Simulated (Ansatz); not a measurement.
InAgTe2 (chalcopyrite, I-42d), LDA in the plane-wave PAW code Ansatz, all energies at zero smearing, with the estimated change up to a 700 eV cutoff added, with one set of potentials and settings (totals compare only within such a set). Cell of 8 atoms (2 In, 4 Te, 2 Ag): -53141.080 eV.

| element | reference phase | E (eV/atom) |
|---|---|---|
| In | I4/mmm, 1 atoms in the cell | -5457.1653 |
| Te | P3_121, 3 atoms in the cell | -6827.2001 |
| Ag | P6_3/mmc, 4 atoms in the cell | -7458.1511 |

Formation energy per atom, worked out: (-53141.080 − 2×(-5457.1653) − 4×(-6827.2001) − 2×(-7458.1511))/8 = -0.206 eV/atom (-20 kJ per mol of atoms), at 0 K, without zero-point energy or fitted corrections.

The cell was relaxed with LDA under the symmetry of its start; of distortions, only those at the zone centre were tested. The run is not spin-polarised. The references are the lowest solids computed at this level, not always the standard phases. Spin–orbit coupling is left out wherever it is not named.

Potentials: the later of the program's two PAW sets.
